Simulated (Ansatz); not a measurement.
This run works on a proposed trial structure, not on a known crystal.

Input and command of a plane-wave DFT calculation in Ansatz:

```yaml
crystal:
  lattice:
    - [-0.0638245985, -3.2035458535, 0.0407316706]
    - [-4.282190049, -0.0856071813, -0.0302019016]
    - [0.9226396152, 0.1190606227, -7.6828764899]
  atoms:
    - { symbol: Sn, position: [0.7594043192, 0.7187536041, 0.3688697001] }
    - { symbol: Sn, position: [0.2515274116, 0.2755911091, 0.6519448704] }
    - { symbol: O, position: [0.2543661535, 0.4933992831, 0.1825117338] }
    - { symbol: O, position: [0.2429755177, 0.8723509842, 0.190473734] }
    - { symbol: O, position: [0.2796702927, 0.7476243368, 0.526081815] }
    - { symbol: O, position: [0.7252703862, 0.4994733701, 0.8002765938] }
    - { symbol: O, position: [0.7407820924, 0.1492887504, 0.8079333406] }
    - { symbol: O, position: [0.7460038267, 0.2435185622, 0.4719082123] }
basis:
  ecutwfc: 420
kpoints:
  mp_grid: { grid: [4, 4, 2] }
hamiltonian:
  xc: pbe
scf:
  occupations: { method: gaussian, width: 0.1 }
  lower_state_search: "off"
output:
  forces: true
  stress: true
  eigenvalues: true
relax:
  adjacent_minimum: "off"
  f_tol: 0.025
  max_steps: 60
  cell: { stress_tol: 0.25 }
```

```bash
ansatz run input.yaml --threads 1 --pin off --max-ram 2560MiB --backend cpu --events-out ev --progress --plain --runs-dir out
```

Processor: Intel(R) Xeon(R) 6975P-C (Granite Rapids), 1 thread, on a host shared with other jobs.

Question: Estimate time, memory and problem size.

Answer: About 75 s, peak memory 0.42 GiB. It solves 40 bands at 20 k points (after reduction by symmetry) with about 2187 plane waves (on the last cell), in 151 SCF iterations over 19 ionic steps.
